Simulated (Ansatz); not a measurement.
# Bi2Te2Pt3Pb2 in Ansatz, relaxation

input.yaml:

```yaml
crystal:
  lattice:
    - [2.110784, 3.655983, 0.0]
    - [-2.110784, 3.655983, 0.0]
    - [0.0, 0.0, 16.798606]
  atoms:
    - { symbol: Bi, position: [0.0, 0.0, 0.19477] }
    - { symbol: Bi, position: [0.0, 0.0, 0.80523] }
    - { symbol: Pb, position: [0.33333, 0.33334, 0.60123] }
    - { symbol: Pb, position: [0.66667, 0.66666, 0.39877] }
    - { symbol: Te, position: [0.33333, 0.33334, 0.9106] }
    - { symbol: Te, position: [0.66667, 0.66666, 0.0894] }
    - { symbol: Pt, position: [0.33333, 0.33334, 0.29817] }
    - { symbol: Pt, position: [0.66667, 0.66666, 0.70183] }
    - { symbol: Pt, position: [0.0, 0.0, 0.5] }
  symmetry: { tolerance: 0.0003 }
kpoints:
  mp_grid: { grid: [9, 9, 2], shift: [0, 0, 0] }
magnetization:
  spin_polarized: false
scf:
  occupations: { method: fermi_dirac }
  lower_state_search: "off"
hamiltonian:
  pseudopotentials: { kind: paw }
  xc: pbe
basis:
  ecutwfc: 420
  fft_grid_basis: typed
relax:
  max_steps: 80
  cell: { p_target: 0.0 }
  f_tol: 0.03
output:
  forces: true
  stress: true
  eigenvalues: true
  populations: true
  elf: true
  write_potential: true
  volumetric_format: npy
  dos:
    e_range: [-12, 8]
    de: 0.05
    projected: { site_lists: { Bi: [Bi], Pb: [Pb], Pt: [Pt], Te: [Te] } }
  bader: false
checkpoint:
  read: saved_state
```

Run with:

```bash
ansatz run input.yaml --threads 2 --pin off --max-ram 2560MiB --backend cpu --events-out ev --progress --plain --runs-dir out
```

Origin of the cell: a known structure type with other elements, at an estimated volume, so it need not be a known compound.

The smearing width isn't typed, so it takes its default of 0.1 eV.

The saved state is a converged single point of the same cell.

Steps («new basis» is an SCF on plane waves selected anew at the same cell):

```
step  ΔF (meV/atom)  max force component (eV/Å)  P (GPa)  volume (Å³)  SCF iterations   step was
   1            0.0                       1.291    -2.28       259.27               6   accepted
   2          -62.2                       0.168     0.06       240.94               9   accepted
   3          -66.1                       0.299     0.65       235.69               8   accepted
   4          -68.9                       0.129     0.06       238.45               7   accepted
   5          -72.1                       0.064    -0.04       238.32               7   accepted
   6          -72.6                       0.026     0.04       237.79               7   accepted
   7          -72.7                       0.015     0.01       238.04               8   accepted
   8          -72.2                       0.015     0.00       238.04               7  new basis
```

Before:

Space group P-3m1 (No. 164); the run's cell has a = 4.222 Å, b = 4.222 Å, c = 16.799 Å, α = 90.00°, β = 90.00°, γ = 60.00°. Shortest distances: Pb–Pt 2.97 Å, Bi–Pt 2.99 Å, Bi–Te 3.01 Å.

The relaxed structure.

Space group P-3m1 (No. 164); the run's cell has a = 4.231 Å, b = 4.231 Å, c = 15.354 Å, α = 90.00°, β = 90.00°, γ = 60.00°. Shortest distances: Bi–Pt 2.86 Å, Pb–Pt 2.87 Å, Bi–Te 3.21 Å, Te–Te 3.25 Å.

```yaml
crystal:
  lattice:
    - [2.11552, 3.66419, 0.00000]
    - [-2.11552, 3.66419, 0.00000]
    - [0.00000, 0.00000, 15.35423]
  atoms:
    - { symbol: Bi, position: [0.00000, 0.00000, 0.20491] }
    - { symbol: Bi, position: [0.00000, 0.00000, 0.79509] }
    - { symbol: Pb, position: [0.33333, 0.33333, 0.59795] }
    - { symbol: Pb, position: [0.66667, 0.66667, 0.40205] }
    - { symbol: Te, position: [0.33333, 0.33333, 0.93027] }
    - { symbol: Te, position: [0.66667, 0.66667, 0.06973] }
    - { symbol: Pt, position: [0.33333, 0.33333, 0.30173] }
    - { symbol: Pt, position: [0.66667, 0.66667, 0.69827] }
    - { symbol: Pt, position: [0.00000, 0.00000, 0.50000] }
```

```
Free energy lowered by                                                                 : 72.2 meV/atom
Volume change                                                                          : -8.19 %
Final pressure                                                                         : 0.00 GPa
Relaxation steps listed                                                                : 8
Formation energy (elements under the same functional, gases as molecules, uncorrected) : -0.057 eV/atom
Gap on the mesh                                                                        : none (metal)
```

Caveats: no moments, though an odd count or open d shells may carry them; no spin-orbit coupling, though heavy elements are present; the relaxation held the start's symmetry, so the end may be a saddle point.

The run took 5.2 min on 2 threads of Arm Neoverse N1, on a shared host, peak memory 0.96 GiB, from a saved density.
